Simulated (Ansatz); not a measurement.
## Si (I4/mmm), clamped-ion strain scan

The calculation used DFT LDA, scalar-relativistic, plane waves, PAW (Ansatz). Cutoff 420 eV, Γ-centred 22×22×22 k-points, Gaussian smearing of 0.15 eV. No spin polarisation. Energies are free energies at this smearing, counted from the undisturbed cell; pressure is positive in compression.

The undisturbed cell (as given, not relaxed at this level; it stands at -0.3 GPa; this form isn't the usual structure):

```
CELL_PARAMETERS angstrom
-1.62691 1.62691 1.32033
1.62691 -1.62691 1.32033
1.62691 1.62691 -1.32033
ATOMIC_POSITIONS crystal
Si 0.00000 0.00000 0.00000
```

The cell is strained by ε times the Voigt pattern (0, 0, 0, 0, 0, 1) (xx, yy, zz, yz, xz, xy; engineering shear) with fractional coordinates fixed. The cell is metallic on the mesh throughout.

```tsv
ε	ΔE (meV/atom)	stress summed along the pattern (GPa, tension positive)	pressure (GPa)
-0.1500	50.6	-7.88	2.4
-0.0750	14.4	-3.88	0.4
0.0000	0.0	0.00	-0.3
0.0187	1.2	1.47	-0.2
0.0375	4.5	2.38	-0.1
0.0562	8.8	2.90	0.1
0.0937	21.3	4.51	0.8
0.1125	29.3	5.20	1.2
0.1312	38.8	6.31	1.8
```

By symmetry 0.1500 repeats -0.1500, -0.1125 repeats 0.1125, 0.0750 repeats -0.0750, -0.0375 repeats 0.0375 in energy, with the opposite slope along the path.